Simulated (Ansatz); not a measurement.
# Ansatz 0.2.0, relaxation: BiBrO

Input:

```yaml
crystal:
  lattice:
    - [3.969861, 0.0, 0.0]
    - [0.0, 3.969861, 0.0]
    - [0.0, 0.0, 8.213157]
  atoms:
    - { symbol: Bi, position: [0.0, 0.5, 0.153] }
    - { symbol: Bi, position: [0.5, 0.0, 0.847] }
    - { symbol: O, position: [0.0, 0.0, 0.0] }
    - { symbol: O, position: [0.5, 0.5, 0.0] }
    - { symbol: Br, position: [0.0, 0.5, 0.65] }
    - { symbol: Br, position: [0.5, 0.0, 0.35] }
  symmetry: { tolerance: 0.0003 }
kpoints:
  mp_grid: { grid: [7, 7, 3], shift: [0, 0, 0] }
magnetization:
  spin_polarized: false
scf:
  occupations: { method: cold, width: 0.0252 }
  lower_state_search: "off"
hamiltonian:
  pseudopotentials: { kind: paw }
  xc: r2scan
basis:
  ecutwfc: 500
  fft_grid_basis: typed
relax:
  max_steps: 60
  cell: { p_target: 20.0 }
  f_tol: 0.03
output:
  forces: true
  stress: true
  eigenvalues: true
  bader: true
  populations: true
  elf: true
  write_potential: true
  volumetric_format: npy
  dos:
    e_range: [-12, 8]
    de: 0.05
    projected: { site_lists: { Bi: [Bi], Br: [Br], O: [O] } }
checkpoint:
  read: saved_state
```

Run with:

```bash
ansatz run input.yaml --threads 2 --pin off --max-ram 3584MiB --backend cpu --events-out ev --progress --plain --runs-dir out
```

Origin of the cell: a database entry, scaled a little.

The saved state is a converged single point of the same cell.

Steps («new basis» is an SCF on plane waves selected anew at the same cell):

| step | ΔH (meV/atom) | max force component (eV/Å) | P (GPa) | volume (Å³) | SCF iterations | step was |
| --- | --- | --- | --- | --- | --- | --- |
| 1 | 0.0 | 0.372 | -2.35 | 129.44 | 6 | accepted |
| 2 | -294.6 | 0.951 | 13.10 | 111.57 | 7 | accepted |
| 3 | -374.0 | 0.160 | 20.41 | 102.37 | 7 | accepted |
| 4 | -390.6 | 0.059 | 22.47 | 99.71 | 7 | accepted |
| 5 | -392.6 | 0.087 | 19.89 | 101.35 | 6 | accepted |
| 6 | -392.7 | 0.021 | 19.95 | 101.30 | 5 | accepted |
| 7 | -392.7 | 0.002 | 20.00 | 101.25 | 6 | accepted |
| 8 | -391.3 | 0.001 | 20.01 | 101.25 | 7 | new basis |

Step 1, with forces in eV/Å:

```xyz
6
Lattice="3.970 0.000 0.000 0.000 3.970 0.000 0.000 0.000 8.213" Properties=species:S:1:pos:R:3:forces:R:3 pbc="T T T" step=1
Bi    0.000    1.985    1.257    0.000    0.000   -0.250
Bi    1.985    0.000    6.957    0.000    0.000    0.250
O     0.000    0.000    0.000    0.000    0.000    0.000
O     1.985    1.985    0.000    0.000    0.000    0.000
Br    0.000    1.985    5.339    0.000    0.000    0.372
Br    1.985    0.000    2.875    0.000    0.000   -0.372
```

Step 2, with forces in eV/Å:

```xyz
6
Lattice="3.779 0.000 0.000 0.000 3.779 0.000 0.000 0.000 7.813" Properties=species:S:1:pos:R:3:forces:R:3 pbc="T T T" step=2
Bi    0.000    1.889    1.227    0.000    0.000    0.951
Bi    1.889    0.000    6.586    0.000    0.000   -0.951
O     0.000    0.000    0.000    0.000    0.000    0.000
O     1.889    1.889    0.000    0.000    0.000    0.000
Br    0.000    1.889    5.092    0.000    0.000   -0.358
Br    1.889    0.000    2.721    0.000    0.000    0.358
```

Step 3, with forces in eV/Å:

```xyz
6
Lattice="3.718 0.000 0.000 0.000 3.718 0.000 0.000 0.000 7.407" Properties=species:S:1:pos:R:3:forces:R:3 pbc="T T T" step=3
Bi    0.000    1.859    1.267    0.000    0.000    0.099
Bi    1.859    0.000    6.140    0.000    0.000   -0.099
O     0.000    0.000    0.000    0.000    0.000    0.000
O     1.859    1.859    0.000    0.000    0.000    0.000
Br    0.000    1.859    4.714    0.000    0.000   -0.160
Br    1.859    0.000    2.692    0.000    0.000    0.160
```

Step 4, with forces in eV/Å:

```xyz
6
Lattice="3.772 0.000 0.000 0.000 3.772 0.000 0.000 0.000 7.006" Properties=species:S:1:pos:R:3:forces:R:3 pbc="T T T" step=4
Bi    0.000    1.886    1.235    0.000    0.000   -0.040
Bi    1.886    0.000    5.771    0.000    0.000    0.040
O     0.000    0.000    0.000    0.000    0.000    0.000
O     1.886    1.886    0.000    0.000    0.000    0.000
Br    0.000    1.886    4.434    0.000    0.000    0.059
Br    1.886    0.000    2.573    0.000    0.000   -0.059
```

Step 5, with forces in eV/Å:

```xyz
6
Lattice="3.796 0.000 0.000 0.000 3.796 0.000 0.000 0.000 7.032" Properties=species:S:1:pos:R:3:forces:R:3 pbc="T T T" step=5
Bi    0.000    1.898    1.231    0.000    0.000   -0.047
Bi    1.898    0.000    5.801    0.000    0.000    0.047
O     0.000    0.000    0.000    0.000    0.000    0.000
O     1.898    1.898    0.000    0.000    0.000    0.000
Br    0.000    1.898    4.471    0.000    0.000   -0.087
Br    1.898    0.000    2.562    0.000    0.000    0.087
```

Step 6, with forces in eV/Å:

```xyz
6
Lattice="3.797 0.000 0.000 0.000 3.797 0.000 0.000 0.000 7.025" Properties=species:S:1:pos:R:3:forces:R:3 pbc="T T T" step=6
Bi    0.000    1.899    1.229    0.000    0.000    0.021
Bi    1.899    0.000    5.797    0.000    0.000   -0.021
O     0.000    0.000    0.000    0.000    0.000    0.000
O     1.899    1.899    0.000    0.000    0.000    0.000
Br    0.000    1.899    4.455    0.000    0.000    0.021
Br    1.899    0.000    2.570    0.000    0.000   -0.021
```

Step 8, with forces in eV/Å:

```xyz
6
Lattice="3.798 0.000 0.000 0.000 3.798 0.000 0.000 0.000 7.019" Properties=species:S:1:pos:R:3:forces:R:3 pbc="T T T" step=8
Bi    0.000    1.899    1.229    0.000    0.000    0.001
Bi    1.899    0.000    5.790    0.000    0.000   -0.001
O     0.000    0.000    0.000    0.000    0.000    0.000
O     1.899    1.899    0.000    0.000    0.000    0.000
Br    0.000    1.899    4.454    0.000    0.000   -0.001
Br    1.899    0.000    2.565    0.000    0.000    0.001
```

```
Enthalpy lowered by     : 391.3 meV/atom
Volume change           : -21.78 %
Final pressure          : 20.01 GPa
Relaxation steps listed : 8
```

Caveats: no spin-orbit coupling, though heavy elements are present; the relaxation held the start's symmetry, so the end may be a saddle point.

Time: 83 s on 2 threads of Arm Neoverse V1, on a shared host, peak memory 0.71 GiB, from a saved density.
